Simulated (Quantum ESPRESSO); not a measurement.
```cif
data_O6Si3
_chemical_formula_sum 'O6 Si3'
_space_group_name_H-M_alt 'P3221'
_space_group_IT_number 154
_space_group_name_Hall 'P 32 2"'
_cell_length_a 4.91656
_cell_length_b 4.91656
_cell_length_c 5.43163
_cell_angle_alpha 90.000
_cell_angle_beta 90.000
_cell_angle_gamma 120.000
loop_
_atom_site_label
_atom_site_type_symbol
_atom_site_symmetry_multiplicity
_atom_site_Wyckoff_symbol
_atom_site_fract_x
_atom_site_fract_y
_atom_site_fract_z
_atom_site_occupancy
O1 O 6 c 0.26856 0.41310 0.21449 1
Si1 Si 3 a 0.53120 0.53120 0.00000 1
```

The geometry is that of Materials Project entry mp-6930, symmetrised and not relaxed again.

### Question
What does norm-conserving LDA (Quantum ESPRESSO, 84 Ry, no spin-orbit coupling) give for the electronic structure near the Fermi level?

### Answer
The LDA gap is indirect, 5.76 eV, from K to Γ; the smallest direct gap is 6.07 eV.
